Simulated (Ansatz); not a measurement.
SnC (CsCl type, Pm-3m) under volume change, plane-wave PAW PBEsol (Ansatz code), scaled uniformly.

```
V (Å³/atom)  E − E(relaxed) (meV/atom)  P (GPa)
-----------  -------------------------  -------
12.992                               ?        ?
13.421                            19.1     7.42
13.849                             4.6     3.51
14.277                             0.0    -0.01
14.705                             4.3    -3.11
15.134                               ?        ?
15.562                            34.1    -7.68
```

Question: Some entries are withheld; supply them.

Answer: 
- 15.134, E − E(relaxed) (meV/atom): 16.1
- 15.134, P (GPa): -5.67
- 12.992, E − E(relaxed) (meV/atom): 45.1
- 12.992, P (GPa): 12.28

Question: What does a third-order Birch–Murnaghan fit give for V₀, B₀ and B′?

Answer: V₀ = 14.27 Å³/atom, B₀ = 107 GPa, B′ = 4.2.

A made-up cell: these elements were put on the sites of a structure type; neither database checked (COD, Materials Project) lists it. Its standing as an ambient phase is unchecked. The cell was relaxed with PBEsol under the symmetry of its start. At this level the phase is dynamically unstable (imaginary phonons). Scalar-relativistic: spin–orbit coupling is off unless named, which matters more the heavier the elements.

Potentials: the earlier of the program's two PAW sets. The files were generated under PBE; for other functionals the program regenerates the frozen cores, and for LDA and PBEsol the local potential too.
